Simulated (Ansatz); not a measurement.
SrZrO3:
```xyz
10
Lattice="-2.8977 4.0675 2.9068 2.8977 -4.0675 2.9068 2.8977 4.0675 -2.9068" Properties=species:S:1:pos:R:3 pbc="T T T"
Sr     2.8977     2.0337    -0.0690
Sr     0.0000     2.0337     2.9758
Zr     0.0000     4.0675     0.0000
Zr     0.0000     0.0000     0.0000
O      2.8977     2.0337     2.4106
O      0.0000     2.0337     0.4962
O      1.4489    -0.3841     1.4534
O      1.4489     4.4516     1.4534
O     -1.4489     4.4516     1.4534
O      1.4489     3.6834    -1.4534
```

PBEsol (plane waves, PAW; program Ansatz) gives a gap of 3.59 eV without spin–orbit coupling, maximum at X, minimum at Γ.

### Question
What happens when spin–orbit coupling is switched on?

### Answer
The gap hardly moves, to 3.59 eV; maximum at X, minimum at Γ.

### Question
Give the electron effective mass with spin–orbit coupling.

### Answer
0.41, 0.49, 2.4 mₑ (principal values).

### Question
Give the hole effective mass with spin–orbit coupling.

### Answer
1.4, 1.7, 24 mₑ (principal values).

Space group Imma. The first step of the workflow began from a Materials Project structure, measured or hypothetical; the Crystallography Open Database copy checked does not list it. COD files the formula under space group No. 62, 63, 221. Its standing as an ambient phase is unchecked. The PBEsol relaxation kept the symmetry of its start; its stability against distortions is not shown here. The run is not spin-polarised.

Potentials: the later of the program's two PAW sets.
